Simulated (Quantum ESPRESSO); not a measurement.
## Ga3S3P (finding a planted mistake in a log)

A calculation, not a measurement. The program is pw.x of Quantum ESPRESSO 7.5 (plane-wave density functional theory). The cell is made up: 7 atoms on a zincblende/diamond lattice with one site empty, with randomly drawn elements, strain and displacements, not relaxed. PseudoDojo standard norm-conserving files (v0.5 for PBE, v0.4.1 for LDA and PBEsol) set the functional; there is no spin polarisation, spin-orbit coupling or dispersion term, and the masses in the input are unused placeholders.

Intended input:

```
&control calculation='scf', pseudo_dir='./dojo.nc.sr.pbe.v0_5.standard.upf', outdir='./o', disk_io='medium', tprnfor=.true., tstress=.true. /
&system ibrav=0, nat=7, ntyp=3, nbnd=37, ecutwfc=79.96652505, nosym=.true., tot_charge=0,
 occupations='smearing', smearing='fd', degauss=0.0018374661
/
&electrons conv_thr=7.350e-09, electron_maxstep=60, /
ATOMIC_SPECIES
Ga 1.0 Ga.upf
P 1.0 P.upf
S 1.0 S.upf
CELL_PARAMETERS angstrom
5.392 -0.0411 -0.0408
-0.0411 5.4259 0.0522
-0.0408 0.0522 5.3335
ATOMIC_POSITIONS angstrom
Ga -0.0643 2.7484 2.6994
Ga 2.6045 0.055 2.6325
Ga 2.7002 2.6787 -0.0254
S 1.3408 1.3446 1.3199
P 1.2759 4.0746 4.0565
S 4.0165 1.3431 3.9297
S 4.053 4.037 1.3388
K_POINTS automatic
4 4 4 1 1 1
```

The log is shortened where brackets say so; the opening notice, blank lines, dates and the lines on written files are dropped, and the path of the files is cut. It prints rydbergs, bohrs and kilobars, and counts compression as positive stress. Where no state is partly filled, the Fermi energy that it prints is only some level between the filled and the empty states on the mesh, and need not lie in the true gap.

Log of the intended run:

```
     Program PWSCF v.7.5
     Parallel version (MPI & OpenMP), running on       1 processor cores
     Number of MPI processes:                 1
     Threads/MPI process:                     1
     [start-up lines left out]
     bravais-lattice index     =            0
     lattice parameter (alat)  =      10.1900  a.u.
     unit-cell volume          =    1052.7856 (a.u.)^3
     number of atoms/cell      =            7
     number of atomic types    =            3
     number of electrons       =        62.00
     number of Kohn-Sham states=           37
     kinetic-energy cutoff     =      79.9665  Ry
     charge density cutoff     =     319.8661  Ry
     scf convergence threshold =      7.3E-09
     mixing beta               =       0.7000
     number of iterations used =            8  plain     mixing
     Exchange-correlation= PBE
                           (   1   4   3   4   0   0   0)
     [axes and pseudopotential details left out]
   Cartesian axes
     site n.     atom                  positions (alat units)
         1        Ga     tau(   1) = (  -0.0119244   0.5096887   0.5006017  )
         2        Ga     tau(   2) = (   0.4830026   0.0101997   0.4881951  )
         3        Ga     tau(   3) = (   0.5007501   0.4967629  -0.0047104  )
         4        S      tau(   4) = (   0.2486503   0.2493551   0.2447745  )
         5        P      tau(   5) = (   0.2366147   0.7556315   0.7522749  )
         6        S      tau(   6) = (   0.7448569   0.2490769   0.7287599  )
         7        S      tau(   7) = (   0.7516258   0.7486586   0.2482794  )
     number of k points=    32  Fermi-Dirac smearing, width (Ry)=  0.0018
                       cart. coord. in units 2pi/alat
        k(    1) = (   0.1269066   0.1239740   0.1261358), wk =   0.0625000
        k(    2) = (   0.1288010   0.1215563   0.3789306), wk =   0.0625000
     [further k points left out]
     Dense  grid:   101665 G-vectors     FFT dimensions: (  60,  60,  60)
     Estimated max dynamical RAM per process >     128.27 MB
     Initial potential from superposition of free atoms
     starting charge      61.9917, renormalised to      62.0000
     Starting wfcs are   43 randomized atomic wfcs
     total cpu time spent up to now is        7.8 secs
     per-process dynamical memory:    74.8 Mb
     Self-consistent Calculation
     iteration #  1     ecut=    79.97 Ry     beta= 0.70
     Davidson diagonalization with overlap
     ethr =  1.00E-02,  avg # of iterations =  4.0
     Threshold (ethr) on eigenvalues was too large:
     Diagonalizing with lowered threshold
     Davidson diagonalization with overlap
     ethr =  5.77E-04,  avg # of iterations =  2.0
     total cpu time spent up to now is       36.1 secs
     total energy              =    -538.84358238 Ry
     estimated scf accuracy    <       0.34677023 Ry
     iteration #  2     ecut=    79.97 Ry     beta= 0.70
     Davidson diagonalization with overlap
     ethr =  5.59E-04,  avg # of iterations =  2.7
     total cpu time spent up to now is       51.8 secs
     total energy              =    -538.92455283 Ry
     estimated scf accuracy    <       0.16716325 Ry
     [iterations 3 to 8 left out]
     iteration #  9     ecut=    79.97 Ry     beta= 0.70
     Davidson diagonalization with overlap
     ethr =  3.99E-10,  avg # of iterations =  2.0
     total cpu time spent up to now is      176.5 secs
     total energy              =    -538.96548592 Ry
     estimated scf accuracy    <       0.00000001 Ry
     iteration # 10     ecut=    79.97 Ry     beta= 0.70
     Davidson diagonalization with overlap
     ethr =  1.70E-11,  avg # of iterations =  3.8
     total cpu time spent up to now is      195.2 secs
     End of self-consistent calculation
     [lines on levels left out]
     the Fermi energy is     6.8365 ev
!    total energy              =    -538.96548593 Ry
     estimated scf accuracy    <          3.4E-09 Ry
     smearing contrib. (-TS)   =      -0.00000000 Ry
     internal energy E=F+TS    =    -538.96548593 Ry
     The total energy is F=E-TS. E is the sum of the following terms:
     one-electron contribution =    -276.71645017 Ry
     hartree contribution      =     181.07044103 Ry
     xc contribution           =    -148.62129219 Ry
     ewald contribution        =    -294.69818459 Ry
     convergence has been achieved in  10 iterations
     Forces acting on atoms (cartesian axes, Ry/au):
     atom    1 type  1   force =     0.03127517    0.01214854    0.00990233
     atom    2 type  1   force =     0.00494007   -0.04696180    0.02179137
     atom    3 type  1   force =    -0.00250547    0.01479521   -0.00773772
     atom    4 type  3   force =    -0.02228673   -0.00124905   -0.03136283
     atom    5 type  2   force =    -0.01839535    0.02833867    0.01111187
     atom    6 type  3   force =     0.01229621   -0.02299610    0.02331023
     atom    7 type  3   force =    -0.00532391    0.01592452   -0.02701525
     Total force =     0.095893     Total SCF correction =     0.000259
     Computing stress (Cartesian axis) and pressure
          total   stress  (Ry/bohr**3)                   (kbar)     P=       12.33
   0.00007228  -0.00002744   0.00008215           10.63       -4.04       12.09
  -0.00002744   0.00006508  -0.00010385           -4.04        9.57      -15.28
   0.00008215  -0.00010385   0.00011411           12.09      -15.28       16.79
     init_run     :      6.98s CPU      7.68s WALL (       1 calls)
     electrons    :    172.23s CPU    187.38s WALL (       1 calls)
     forces       :      2.49s CPU      2.51s WALL (       1 calls)
     stress       :      8.87s CPU      8.92s WALL (       1 calls)
     [timing details left out]
     PWSCF        :   3m10.71s CPU   3m26.72s WALL
     JOB DONE.
```

A second run was made from an input with one planted mistake. Its log:

```
     Program PWSCF v.7.5
     Parallel version (MPI & OpenMP), running on       1 processor cores
     Number of MPI processes:                 1
     Threads/MPI process:                     1
     [start-up lines left out]
     bravais-lattice index     =            0
     lattice parameter (alat)  =      10.1900  a.u.
     unit-cell volume          =    1052.7856 (a.u.)^3
     number of atoms/cell      =            7
     number of atomic types    =            3
     number of electrons       =        63.00
     number of Kohn-Sham states=           38
     kinetic-energy cutoff     =      79.9665  Ry
     charge density cutoff     =     319.8661  Ry
     scf convergence threshold =      7.3E-09
     mixing beta               =       0.7000
     number of iterations used =            8  plain     mixing
     Exchange-correlation= PBE
                           (   1   4   3   4   0   0   0)
     [axes and pseudopotential details left out]
   Cartesian axes
     site n.     atom                  positions (alat units)
         1        Ga     tau(   1) = (  -0.0119244   0.5096887   0.5006017  )
         2        Ga     tau(   2) = (   0.4830026   0.0101997   0.4881951  )
         3        Ga     tau(   3) = (   0.5007501   0.4967629  -0.0047104  )
         4        S      tau(   4) = (   0.2486503   0.2493551   0.2447745  )
         5        P      tau(   5) = (   0.2366147   0.7556315   0.7522749  )
         6        S      tau(   6) = (   0.7448569   0.2490769   0.7287599  )
         7        S      tau(   7) = (   0.7516258   0.7486586   0.2482794  )
     number of k points=    32  Fermi-Dirac smearing, width (Ry)=  0.0018
                       cart. coord. in units 2pi/alat
        k(    1) = (   0.1269066   0.1239740   0.1261358), wk =   0.0625000
        k(    2) = (   0.1288010   0.1215563   0.3789306), wk =   0.0625000
     [further k points left out]
     Dense  grid:   101665 G-vectors     FFT dimensions: (  60,  60,  60)
     Estimated max dynamical RAM per process >     129.25 MB
     Initial potential from superposition of free atoms
     starting charge      61.9917, renormalised to      63.0000
     Starting wfcs are   43 randomized atomic wfcs
     total cpu time spent up to now is        7.8 secs
     per-process dynamical memory:    75.0 Mb
     Self-consistent Calculation
     iteration #  1     ecut=    79.97 Ry     beta= 0.70
     Davidson diagonalization with overlap
     ethr =  1.00E-02,  avg # of iterations =  4.1
     total cpu time spent up to now is       24.4 secs
     total energy              =    -538.07140200 Ry
     estimated scf accuracy    <       0.69942076 Ry
     iteration #  2     ecut=    79.97 Ry     beta= 0.70
     Davidson diagonalization with overlap
     ethr =  1.11E-03,  avg # of iterations =  2.8
     total cpu time spent up to now is       42.8 secs
     total energy              =    -538.30718704 Ry
     estimated scf accuracy    <       0.40310894 Ry
     [iterations 3 to 9 left out]
     iteration # 10     ecut=    79.97 Ry     beta= 0.70
     Davidson diagonalization with overlap
     ethr =  3.59E-10,  avg # of iterations =  2.1
     total cpu time spent up to now is      161.7 secs
     total energy              =    -538.39131228 Ry
     estimated scf accuracy    <       0.00000006 Ry
     iteration # 11     ecut=    79.97 Ry     beta= 0.70
     Davidson diagonalization with overlap
     ethr =  9.24E-11,  avg # of iterations =  2.0
     total cpu time spent up to now is      177.8 secs
     End of self-consistent calculation
     [lines on levels left out]
     the Fermi energy is     8.1228 ev
!    total energy              =    -538.39131229 Ry
     estimated scf accuracy    <          1.5E-09 Ry
     smearing contrib. (-TS)   =      -0.00065818 Ry
     internal energy E=F+TS    =    -538.39065411 Ry
     The total energy is F=E-TS. E is the sum of the following terms:
     one-electron contribution =    -276.03335892 Ry
     hartree contribution      =     181.70293956 Ry
     xc contribution           =    -149.36205016 Ry
     ewald contribution        =    -294.69818459 Ry
     convergence has been achieved in  11 iterations
     Forces acting on atoms (cartesian axes, Ry/au):
     atom    1 type  1   force =     0.03195052    0.00224493   -0.00235686
     atom    2 type  1   force =     0.01118248   -0.04449534    0.00887811
     atom    3 type  1   force =     0.00452615    0.00377223   -0.00791106
     atom    4 type  3   force =    -0.03019249    0.00505403   -0.02069173
     atom    5 type  2   force =    -0.01958906    0.02815586    0.01052910
     atom    6 type  3   force =     0.00930500   -0.01616318    0.02648340
     atom    7 type  3   force =    -0.00718260    0.02143147   -0.01493096
     Total force =     0.088023     Total SCF correction =     0.000138
     Computing stress (Cartesian axis) and pressure
          total   stress  (Ry/bohr**3)                   (kbar)     P=      158.94
   0.00108369  -0.00010344   0.00000966          159.42      -15.22        1.42
  -0.00010344   0.00107614  -0.00004665          -15.22      158.31       -6.86
   0.00000966  -0.00004665   0.00108147            1.42       -6.86      159.09
     init_run     :      5.44s CPU      7.74s WALL (       1 calls)
     electrons    :    147.75s CPU    170.06s WALL (       1 calls)
     forces       :      3.45s CPU      3.51s WALL (       1 calls)
     stress       :     12.67s CPU     12.81s WALL (       1 calls)
     [timing details left out]
     PWSCF        :   2m49.47s CPU   3m15.19s WALL
     JOB DONE.
```

Question: what was wrong in the second input?

Answer: the cell has the wrong charge. The input lines that differ, file-writing options aside:

```
- &system ibrav=0, nat=7, ntyp=3, nbnd=37, ecutwfc=79.96652505, nosym=.true., tot_charge=0,
+ &system ibrav=0, nat=7, ntyp=3, nbnd=38, ecutwfc=79.96652505, nosym=.true., tot_charge=-1,
```

```
                                            intended run  run with the mistake
                          free energy (eV)     -7332.999             -7325.187
                    smearing term -TS (eV)        0.0000               -0.0090
                            pressure (GPa)          1.23                 15.89
            largest force component (eV/Å)         1.207                 1.144
largest change of a force component (eV/Å)                               0.332
                                iterations            10                    11
```

For scale, a rerun of the intended cell at 1377 eV and a 6 x 6 x 6 mesh moved values by no more than 0.003 eV in energy, 0.02 GPa in stress and 0.002 eV/Å in force. The charged cell sits in a uniform background, so its energy and stress rest on the program's zero of potential. The number of bands, nbnd, was set by rule from the electron count and the smearing, so it follows the mistake.